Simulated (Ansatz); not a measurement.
SrIr$_{2}$: a fit and a missing row

SrIr$_{2}$, Fd-3m, a = 7.639 Å. The structure is a COD entry; whether it is the stable form wasn't checked. Ansatz: PBEsol, PAW, 420 eV, Γ-centred 8×8×8 mesh on 6 atoms, Gaussian smearing 0.10 eV; no spin polarisation. Symmetry fixes shape and atoms, so the cell is only scaled; pressure is positive in compression.

```tsv
V (Å³/atom)	P (GPa)
17.460	12.00
18.017	5.49
18.575	0.02
19.132	?
19.689	-8.44
```

Question: Take V0 = 18.575 Å³/atom, count pressures from its P0 = 0.02 GPa, fit the third-order Birch–Murnaghan form to the other rows, and predict the missing pressure.

Answer: With the Eulerian strain f = ½[(V0/V)^(2/3) − 1] and y = (P − P0)/[3f(1 + 2f)^(5/2)], the form is the line y = B0 + 1.5 B0 (B0′ − 4) f. Rows (f, y): 0.02107, 170.9; 0.01027, 168.7; -0.01904, 163.2. Means f = 0.004100, y = 167.60; Σ(Δf)² = 0.0008615, ΣΔfΔy = 0.1646; the slope is their ratio. y = 166.8 + 191.1 f GPa, so B0 = 166.8 GPa and B0′ = 4 + 2 × (191.1)/(3 × 166.8) = 4.76. At V = 19.132, f = -0.00975, y = 164.94 and P = -4.57 GPa. The run gave -4.58 GPa, so the fit is 0.01 GPa too high, a small miss on the scale of the series.

Spin–orbit coupling is left out, which can shift energies with elements as heavy as these.

Cost: 5 runs of about 2 core-minutes in all, on AMD EPYC 7R43 (Zen 3) (shared hosts).